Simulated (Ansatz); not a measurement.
Mn (simple cubic): energy against volume

Computed with DFT, PBEsol, plane waves (420 eV) with PAW, scalar-relativistic in Ansatz 0.2.0. The PAW files were generated under PBE, with cores re-solved for the functional.

The cell is scaled uniformly from the relaxed one, with fractional coordinates and shape fixed. Energies are extrapolated to zero smearing, pressures are those at the given smearing. Magnetic state: antiferromagnetic.

A Birch-Murnaghan fit gives V₀ = 12.45 Å³/atom, B₀ = 123 GPa, B₀′ = 5.1.

(1) What are the energy above the minimum and the pressure at 10.934 Å³/atom?

(2) What are the energy above the minimum and the pressure at 11.928 Å³/atom?

(3) What are the energy above the minimum and the pressure at 13.419 Å³/atom?

Answers

(1) 92.1 meV/atom and 22.38 GPa as computed.

(2) 9.2 meV/atom and 5.88 GPa as computed.

(3) 24.7 meV/atom and -7.69 GPa as computed.
